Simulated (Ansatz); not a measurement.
GaN (wurtzite, P6_3mc), LDA in the plane-wave PAW code Ansatz. The conduction-band minimum lies at Γ, with 1 equivalent valley. Second derivatives d²E/dk² of the lowest band at one valley (eV·Å²), along Cartesian directions:

```json
[
 {"direction": "[100]", "d²E/dk²": "38.75"},
 {"direction": "[010]", "d²E/dk²": "38.75"},
 {"direction": "[001]", "d²E/dk²": "43.15"},
 {"direction": "[110]", "d²E/dk²": "38.75"},
 {"direction": "[101]", "d²E/dk²": "40.96"},
 {"direction": "[011]", "d²E/dk²": "40.96"}
]
```

Task: Find the principal effective masses, the density-of-states mass and the conductivity mass.

Result: Off-diagonal terms follow from H_xy = H[110] − (H_xx + H_yy)/2, and m*/mₑ = 7.620 eV·Å² over each eigenvalue: 0.18, 0.20, 0.20. One valley's DOS mass (m₁m₂m₃)^(1/3) = 0.19, conductivity mass 3/(Σ 1/mᵢ) = 0.19 mₑ.

Task: What effective density of states Nc follows at 300 K for parabolic valleys?

Result: Nc = 2.509e19 × 1 × (0.19)^(3/2) ≈ 2.1e18 cm⁻³.

Task: With the computed static dielectric constant 10.0 (mean of the diagonal), estimate a hydrogenic donor's binding energy and radius.

Result: E = 13.606 eV × 0.19/10.0² ≈ 26 meV; a = 0.529 Å × ε/m* ≈ 28 Å. Semilocal masses tend to be too small when the gap is underestimated.

Symmetry was held in the LDA relaxation. Scalar-relativistic: spin–orbit coupling is off unless named, which matters more the heavier the elements.

Potentials: the earlier of the program's two PAW sets. The files were generated under PBE; for other functionals the program regenerates the frozen cores, and for LDA and PBEsol the local potential too.
